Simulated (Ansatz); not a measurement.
SrMg2Bi2:
```
SrMg2Bi2
1.0
    4.81547     0.00000     0.00000
   -2.40773     4.17032     0.00000
    0.00000     0.00000     7.99145
Sr Mg Bi
1 2 2
Direct
  0.00000   0.00000   0.00000
  0.66667   0.33333   0.37458
  0.33333   0.66667   0.62542
  0.66667   0.33333   0.74563
  0.33333   0.66667   0.25437
```

Relaxed with r²SCAN. Special points in fractions of this cell's reciprocal vectors: Γ (0.000, 0.000, 0.000); M (0.500, 0.000, 0.000); K (0.333, 0.333, 0.000); A (0.000, 0.000, 0.500); L (0.500, 0.000, 0.500); H (0.333, 0.333, 0.500).

Problem. List the band energies nearest the valence-band maximum at these points for r²SCAN with spin–orbit coupling in the plane-wave PAW code Ansatz.

Solution. In eV from the valence-band maximum; about four levels below and three above (degenerate sets whole), none deeper than 8.9 eV; points with the same levels are listed once.

| k | below | above |
|---|---|---|
| Γ | -0.02 -0.02 0.00 0.00 | 0.53 0.53 0.91 0.91 |
| M | -2.02 -2.02 -1.48 -1.48 | 0.63 0.63 2.24 2.24 |
| K | -2.38 -2.38 -1.98 -1.98 | 1.80 1.80 2.75 2.75 |
| A | -0.79 -0.79 -0.65 -0.65 | 0.99 0.99 1.59 1.59 |
| L | -1.98 -1.98 -1.00 -1.00 | 1.05 1.05 1.15 1.15 |
| H | -1.99 -1.99 -1.68 -1.68 | 1.67 1.67 1.67 1.67 |

Space group P-3m1. The workflow started from a Materials Project entry (that database holds measured and hypothetical structures alike); the Crystallography Open Database copy checked does not list it. Its standing as an ambient phase is unchecked. The cell was relaxed with r²SCAN under the symmetry of its start; its stability against distortions is not shown here.

Potentials: the later of the program's two PAW sets.
